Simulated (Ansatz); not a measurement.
## ScCu (Pm-3m), trigonal deformation path

Theory: Ansatz, DFT r2SCAN, scalar-relativistic, plane waves, PAW. Cutoff 500 eV, Γ-centred 16×16×16 k-points, Gaussian smearing of 0.15 eV. No spin polarisation. Energies are free energies at this smearing, counted from the undisturbed cell; pressure is positive in compression.

The starting cell (as given, not relaxed at this level; it stands at -1.7 GPa, and it needn't be the usual structure):

```
CELL_PARAMETERS angstrom
3.25600 0.00000 0.00000
0.00000 3.25600 0.00000
0.00000 0.00000 3.25600
ATOMIC_POSITIONS crystal
Sc 0.50000 0.50000 0.50000
Cu 0.00000 0.00000 0.00000
```

At fixed volume and fractional coordinates, lengths along (0.577, 0.577, 0.577) are scaled against those across it; ρ is that ratio over its starting value. The cell is metallic on the mesh throughout. At ρ = 2.000 the cell becomes cubic (Fm-3m), and there the slope of the energy vanishes by symmetry.

```csv
ρ,ΔE (meV/atom),pressure (GPa)
0.500,3606.9,56.4
0.600,?,?
0.710,569.7,6.9
0.850,109.2,0.1
0.930,?,?
1.000,0.0,-1.7
1.080,19.5,-1.3
1.200,99.4,0.2
1.410,270.9,4.0
1.700,386.2,8.6
2.000,?,?
```

Problem. Give the withheld values.

Solution. ΔE (meV/atom) at ρ = 0.600: 1518.4; pressure (GPa) at ρ = 0.600: 21.6; ΔE (meV/atom) at ρ = 0.930: 19.7; pressure (GPa) at ρ = 0.930: -1.3; ΔE (meV/atom) at ρ = 2.000: 389.7; pressure (GPa) at ρ = 2.000: 9.6.